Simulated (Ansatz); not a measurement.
# LaAl2Ag3: Gd on an Ag site

Computed with the plane-wave PAW code Ansatz (scalar-relativistic, PAW set soft_2): PBEsol, collinear spin, 420 eV cutoff, k-mesh 3×3×3.

The relaxed host crystal (no gap at this level of theory):

```yaml
crystal:
  lattice:
    - [5.71905, 0.00000, 0.00000]
    - [-2.85953, 4.95285, 0.00000]
    - [0.00000, 0.00000, 4.18158]
  atoms:
    - { symbol: La, position: [0.00000, 0.00000, 0.00000] }
    - { symbol: Al, position: [0.33333, 0.66667, 0.00000] }
    - { symbol: Al, position: [0.66667, 0.33333, 0.00000] }
    - { symbol: Ag, position: [0.50000, 0.00000, 0.50000] }
    - { symbol: Ag, position: [0.50000, 0.50000, 0.50000] }
    - { symbol: Ag, position: [0.00000, 0.50000, 0.50000] }
```

Supercell of 18 atoms, rows of the matrix [[1,1,-1],[0,-1,-1],[-1,0,-1]] times the cell vectors; Gd on an Ag site at (0.500, 0.000, 0.500) in fractions of the cell above. Atoms are relaxed at the host's cell, from a start shaken by 0.03 Å near the defect. The cell loses 1 of its 9 Ag, so this is a heavily doped crystal.

Q: How does the lattice relax around the defect?

A: Distances from the Gd atom (Å), by shell of the perfect crystal:

```csv
shell,perfect crystal,"relaxed, charge 0"
4 Al,2.66,2.88
4 Ag,2.86,2.92 (2.88 to 2.95)
```

| charge | moment of the cell (μB) | moment on Gd (μB) | 4f electrons on Gd | gap of the cell on the mesh (eV) |
| --- | --- | --- | --- | --- |
| 0 | 8.20 | 7.09 | 7.1 | 0.00 |

Q: What do these numbers say about the valence and the carriers?

A: At charge 0 the moment on Gd would suit Gd3+, but the cell's moment of 8.2 μB shows that further unpaired electrons or holes are there (moments: 1 Gd of 7.09).

No formation energy is given, since most atoms moved, so the host may distort by itself.

Caveats: Gd without a U keeps its half-filled shell, but its 4f levels lie too near the Fermi level; open f or d shells may hold a state above the lowest; most atoms moved far, the host may distort by itself; small supercell, so energies and levels can be off by tenths of an eV; one random start near the defect, so other minima are possible.
